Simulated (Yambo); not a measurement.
```xyz
2
Lattice="0.0000 2.3980 2.3980 2.3980 0.0000 2.3980 2.3980 2.3980 0.0000" Properties=species:S:1:pos:R:3 pbc="T T T"
Be     0.0000     0.0000     0.0000
S      1.1990     1.1990     1.1990
```

BeS (zinc blende, space group F-43m, No. 216): mean Im ε in 1 eV windows above the direct gap of 7.59 eV, for different electron-hole kernels (Yambo, broadening 0.15 eV, LDA (Quantum ESPRESSO, PseudoDojo norm-conserving, 88 Ry, without SOC) bands; 10×10×10 mesh, 3 valence and 4 conduction bands, static screening with 15 bands and a 4 Ry block, scissor 2.08 eV, Tamm-Dancoff; field along x).

```csv
window (eV),independent quasiparticles,RPA (no attraction),"TDDFT, adiabatic LDA kernel",BSE
7.6 to 8.6,10,6.7,8.1,16
8.6 to 9.6,16,12,13,7.5
9.6 to 10.6,13,11,11,5.0
10.6 to 11.6,4.8,6.0,5.7,2.7
11.6 to 12.6,4.0,4.5,4.5,2.7
```

This run doesn't resolve bound excitons or single peaks, so only averages are given, and they too depend on the mesh; weight that the attraction moves below the gap isn't listed. All transitions below 13.25 eV are in the band window. The scissor comes from a G0W0 run whose convergence isn't established.

Geometry relaxed with LDA.
